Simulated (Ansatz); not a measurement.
Starting cell, InP (zinc blende):

```
CELL_PARAMETERS angstrom
      0.00000     2.97977     2.97977
      2.97977     0.00000     2.97977
      2.97977     2.97977     0.00000
ATOMIC_POSITIONS crystal
  P  0.75000 0.75000 0.75000
  In 0.00000 0.00000 0.00000
```

In each cell atom 2 (In, nearest neighbour P at 2.581 Å; its periodic images, 4.2 Å or more away, move with it) moves by s·(0.577, 0.577, 0.577) (along Cartesian [111]), the rest being held.

Level of theory: PBE (plane waves to 420 eV, PAW, scalar-relativistic; Ansatz, an electronic-structure program). k mesh 8×8×8 (Γ-centred), Fermi-Dirac smearing 0.05 eV. Energies are smeared free energies. InP was relaxed with its symmetry unable to fall. ΔE is measured from the undisplaced structure.

```csv
s (Å),ΔE (meV/cell)
-0.520,1803
-0.416,1014
-0.312,504
-0.208,199
-0.104,44
0.000,0
0.104,35
0.208,122
0.312,241
0.416,374
0.520,507
```

Task: What force constant k = d²E/ds² at s = 0 does the table give?

Result: 7.2 eV/Å². It is the second difference of the nearest points, corrected with the next pair.

Task: With k = 7.23 eV/Å² from the forces, is the well harmonic out to s = 0.520 Å?

Result: ½ks² = 978 meV/cell against the computed 507 meV/cell, so the well is softer than harmonic there.

(For displaced atoms, the force is minus the slope of the energy, and its curvature is a force constant, which sets phonon frequencies.)
